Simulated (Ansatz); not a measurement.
Data:

BaTiO$_{3}$:
```
BaTiO3
1.0
    2.78776     1.60951     2.28030
   -2.78776     1.60951     2.28030
    0.00000    -3.21903     2.28030
Ba Ti O
1 1 3
Cartesian
  0.00000   0.00000   6.83363
  0.00000   0.00000   3.47291
 -1.38212   0.79797   4.47960
  0.00000  -1.59593   4.47960
  1.38212   0.79797   4.47960
```

This is the LDA-relaxed structure. Tensor components refer to the Cartesian frame of this cell.

Task: All from LDA (plane waves, PAW; program Ansatz), unless another level is named. Predict the band gap.

Result: 2.15 eV (indirect).

Task: Predict the smallest direct gap on the standard path.

Result: 2.35 eV.

Task: What about the electron effective mass, band 2 of 2 at the edge?

Result: 0.54 along x, 0.66 along z (mₑ).

Task: Give the conduction-band minimum.

Result: at Γ.

Space group R3m. This is a known low-temperature phase of the composition, computed here at zero pressure and temperature. Symmetry was held in the LDA relaxation; phonons on a q-mesh show no instability. No spin polarisation was allowed. Spin–orbit coupling is left out wherever it is not named.

Potentials: the later of the program's two PAW sets.
